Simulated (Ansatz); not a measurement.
ZnCu:
Space group Pm-3m (No. 221); a = 2.9634 Å, b = 2.9634 Å, c = 2.9634 Å, α = 90.00°, β = 90.00°, γ = 90.00°

```tsv
atom	site	symmetry	x	y	z
Zn	1b	m-3m	0.5000	0.5000	0.5000
Cu	1a	m-3m	0.0000	0.0000	0.0000
```

Relaxed with PBE.

**Question.** Which orbitals make up the states near the Fermi level in the program Ansatz at the PBE level (PAW)?

**Answer.** Within 0.5 eV of the Fermi level: Cu 4s 18 %, Zn 4s 17 %, Cu 3d 15 %, outside the projected shells 49 %. Projections are on Löwdin-orthogonalised atomic valence shells; empty p or d shells of many metals are not among them.

**Question.** Tabulate the density of states.

**Answer.** States/eV per cell of 2 atoms, in 0.25 eV bins, energy from the Fermi level.

| E (eV) | total | Cu 3d | Zn 3d | Zn 4s |
|---|---|---|---|---|
| -7.85 | 4.69 | 0.12 | 3.82 | 0.31 |
| -7.60 | 10.39 | 0.28 | 9.76 | 0.19 |
| -7.35 | 13.86 | 0.30 | 13.38 | 0.09 |
| -7.10 | 9.10 | 0.13 | 8.78 | 0.11 |
| -6.85 | 2.08 | 0.03 | 1.84 | 0.10 |
| -6.60 | 0.48 | 0.03 | 0.20 | 0.12 |
| -6.35 | 0.46 | 0.04 | 0.14 | 0.14 |
| -6.10 | 0.50 | 0.06 | 0.11 | 0.15 |
| -5.85 | 0.51 | 0.08 | 0.09 | 0.16 |
| -5.60 | 0.53 | 0.11 | 0.08 | 0.18 |
| -5.35 | 0.59 | 0.16 | 0.08 | 0.22 |
| -5.10 | 0.78 | 0.28 | 0.09 | 0.30 |
| -4.85 | 1.10 | 0.52 | 0.11 | 0.35 |
| -4.60 | 1.10 | 0.67 | 0.09 | 0.22 |
| -4.35 | 0.70 | 0.44 | 0.04 | 0.09 |
| -4.10 | 1.31 | 0.97 | 0.05 | 0.07 |
| -3.85 | 2.90 | 2.37 | 0.10 | 0.06 |
| -3.60 | 6.02 | 5.50 | 0.19 | 0.06 |
| -3.35 | 4.86 | 4.60 | 0.10 | 0.02 |
| -3.10 | 8.36 | 8.00 | 0.11 | 0.07 |
| -2.85 | 9.60 | 9.18 | 0.19 | 0.09 |
| -2.60 | 3.02 | 2.74 | 0.04 | 0.10 |
| -2.35 | 0.76 | 0.53 | 0.02 | 0.09 |
| -2.10 | 0.47 | 0.24 | 0.01 | 0.07 |
| -1.85 | 1.01 | 0.57 | 0.01 | 0.08 |
| -1.60 | 0.91 | 0.39 | 0.01 | 0.10 |
| -1.35 | 0.78 | 0.27 | 0.01 | 0.10 |
| -1.10 | 0.70 | 0.20 | 0.01 | 0.11 |
| -0.85 | 0.65 | 0.16 | 0.01 | 0.10 |
| -0.60 | 0.61 | 0.12 | 0.01 | 0.10 |
| -0.35 | 0.56 | 0.10 | 0.01 | 0.09 |
| -0.10 | 0.52 | 0.08 | 0.01 | 0.09 |
| 0.15 | 0.49 | 0.06 | 0.01 | 0.08 |
| 0.40 | 0.45 | 0.05 | 0.01 | 0.07 |
| 0.65 | 0.41 | 0.04 | 0.00 | 0.07 |
| 0.90 | 0.38 | 0.03 | 0.00 | 0.06 |
| 1.15 | 0.35 | 0.02 | 0.00 | 0.05 |
| 1.40 | 0.31 | 0.02 | 0.00 | 0.04 |
| 1.65 | 0.29 | 0.02 | 0.00 | 0.04 |
| 1.90 | 0.41 | 0.03 | 0.00 | 0.13 |
| 2.15 | 0.56 | 0.04 | 0.01 | 0.18 |
| 2.40 | 0.63 | 0.04 | 0.01 | 0.19 |
| 2.65 | 0.67 | 0.04 | 0.01 | 0.19 |
| 2.90 | 0.71 | 0.03 | 0.01 | 0.18 |
| 3.15 | 0.75 | 0.03 | 0.01 | 0.17 |
| 3.40 | 0.71 | 0.02 | 0.01 | 0.14 |
| 3.65 | 0.68 | 0.02 | 0.00 | 0.12 |
| 3.90 | 0.69 | 0.02 | 0.00 | 0.12 |
| 4.15 | 0.71 | 0.02 | 0.00 | 0.11 |
| 4.40 | 0.71 | 0.01 | 0.00 | 0.10 |
| 4.65 | 0.68 | 0.01 | 0.00 | 0.09 |
| 4.90 | 0.68 | 0.01 | 0.00 | 0.08 |

The cell was relaxed with PBE under the symmetry of its start. The run is not spin-polarised.

Potentials: the later of the program's two PAW sets.
